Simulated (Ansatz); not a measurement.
# Computed scan of one atom of the cell: Au (fcc, Cu type)

Relaxed Au (fcc, Cu type):

```yaml
crystal:
  lattice:
    - [4.08334, 0.00000, 0.00000]
    - [0.00000, 4.08334, 0.00000]
    - [0.00000, 0.00000, 4.08334]
  atoms:
    - { symbol: Au, position: [0.00000, 0.00000, 0.00000] }
    - { symbol: Au, position: [0.50000, 0.50000, 0.00000] }
    - { symbol: Au, position: [0.50000, 0.00000, 0.50000] }
    - { symbol: Au, position: [0.00000, 0.50000, 0.50000] }
```

In this cell atom 3 (Au, nearest neighbour Au at 2.887 Å; its periodic images, 4.1 Å or more away, move with it) is moved by s along Cartesian x, unit vector (1.000, 0.000, 0.000); all other atoms and the cell stay fixed.

Method: PBEsol (plane waves to 420 eV, PAW, scalar-relativistic; Ansatz, a quantum-chemistry and plane-wave program). k mesh 9×9×9 (Γ-centred), Fermi-Dirac smearing 0.05 eV. The energy includes the smearing's −TS. Stress and pressure are positive under compression. With partly filled bands, energies and forces of such displacements shift with the k mesh and the smearing. F∥ is the force on the atom along that direction. Au was relaxed with its symmetry unable to fall. Spin-orbit coupling is left out, though Au is heavy. The PAW data are Ansatz's earlier set. The zero of ΔE is the undisplaced structure.

```json
[
 {"s (Å)": "-0.290", "ΔE (meV/cell)": "296", "F∥ (eV/Å)": "2.148", "P (GPa)": "3.6"},
 {"s (Å)": "-0.232", "ΔE (meV/cell)": "185", "F∥ (eV/Å)": "1.656", "P (GPa)": "2.2"},
 {"s (Å)": "-0.174", "ΔE (meV/cell)": "103", "F∥ (eV/Å)": "1.204", "P (GPa)": "1.2"},
 {"s (Å)": "-0.116", "ΔE (meV/cell)": "45", "F∥ (eV/Å)": "0.785", "P (GPa)": "0.5"},
 {"s (Å)": "-0.058", "ΔE (meV/cell)": "11", "F∥ (eV/Å)": "0.387", "P (GPa)": "0.1"},
 {"s (Å)": "0.000", "ΔE (meV/cell)": "0", "F∥ (eV/Å)": "0.000", "P (GPa)": "-0.1"},
 {"s (Å)": "0.058", "ΔE (meV/cell)": "11", "F∥ (eV/Å)": "-0.387", "P (GPa)": "0.1"},
 {"s (Å)": "0.116", "ΔE (meV/cell)": "45", "F∥ (eV/Å)": "-0.785", "P (GPa)": "0.5"},
 {"s (Å)": "0.174", "ΔE (meV/cell)": "103", "F∥ (eV/Å)": "-1.204", "P (GPa)": "1.2"},
 {"s (Å)": "0.232", "ΔE (meV/cell)": "185", "F∥ (eV/Å)": "-1.656", "P (GPa)": "2.2"},
 {"s (Å)": "0.290", "ΔE (meV/cell)": "296", "F∥ (eV/Å)": "-2.148", "P (GPa)": "3.6"}
]
```

Summary:

```
Property                                                                                                                                              Value
--------------------------------------------------------  -------------------------------------------------------------------------------------------------
Energy at s = 0.290 Å                                                                                                                          296 meV/cell
Force along the line at s = -0.290 Å                                                                                                              2.15 eV/Å
Symmetry of the curve                                                                                                         even: the same for both signs
Shape of the curve                                                                           a single well with its minimum at or next to zero displacement
Force constant k = d²E/ds² at s = 0 (finite differences)                                                                                         6.65 eV/Å²
Harmonic estimate at the end of the scan                  ½ks² = 279 meV/cell against the computed 296 meV/cell, so the well is stiffer than harmonic there
```

(For displaced atoms, the force is minus the slope of the energy, and its curvature is a force constant, which sets phonon frequencies.)
